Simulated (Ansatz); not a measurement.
Ti$_{5}$Si:
```
CELL_PARAMETERS angstrom
      2.51638     1.45284     4.42183
     -2.51638     1.45284     4.42183
      0.00000    -2.90567     4.42183
ATOMIC_POSITIONS crystal
  Ti 0.15114 0.15114 0.15114
  Ti 0.84886 0.84886 0.84886
  Ti 0.60376 0.39624 0.00000
  Ti 0.00000 0.60376 0.39624
  Ti 0.39624 0.00000 0.60376
  Si 0.50000 0.50000 0.50000
```

Relaxed with r²SCAN. Special points in fractions of this cell's reciprocal vectors: Γ (0.000, 0.000, 0.000); T (0.500, 0.500, 0.500); H2 (0.761, 0.239, 0.500); H0 (0.500, -0.239, 0.239); L (0.500, 0.000, 0.000); S0 (0.369, -0.369, 0.000); S2 (0.631, 0.000, 0.369); F (0.500, 0.000, 0.500).

**Question.** List the band energies nearest the Fermi level at these points for r²SCAN (plane waves, PAW; program Ansatz).

**Answer.** In eV from the Fermi level; about four levels below and three above (degenerate sets whole), none deeper than 8.9 eV; points with the same levels are listed once.

```csv
k,below,above
Γ,-0.89 -0.16 -0.02 -0.02,1.16 1.16 1.51
T,-0.91 -0.70 -0.70 -0.20,0.29 0.29 0.95
H2,-0.53 -0.46 -0.30 -0.20,0.71 0.78 1.20
L,-1.67 -1.23 -0.83 -0.59,0.42 0.60 0.61
S0,-0.63 -0.51 -0.24 -0.10,0.75 0.93 1.09
F,-0.61 -0.45 -0.15 -0.05,0.74 0.78 1.12
```

Space group R32. The first step of the workflow began from a Materials Project structure, measured or hypothetical; the Crystallography Open Database copy checked does not list it. Its standing as an ambient phase is unchecked. The cell was relaxed with r²SCAN under the symmetry of its start; whether a distortion lowers the energy is not shown. The run is not spin-polarised.

Potentials: the later of the program's two PAW sets.
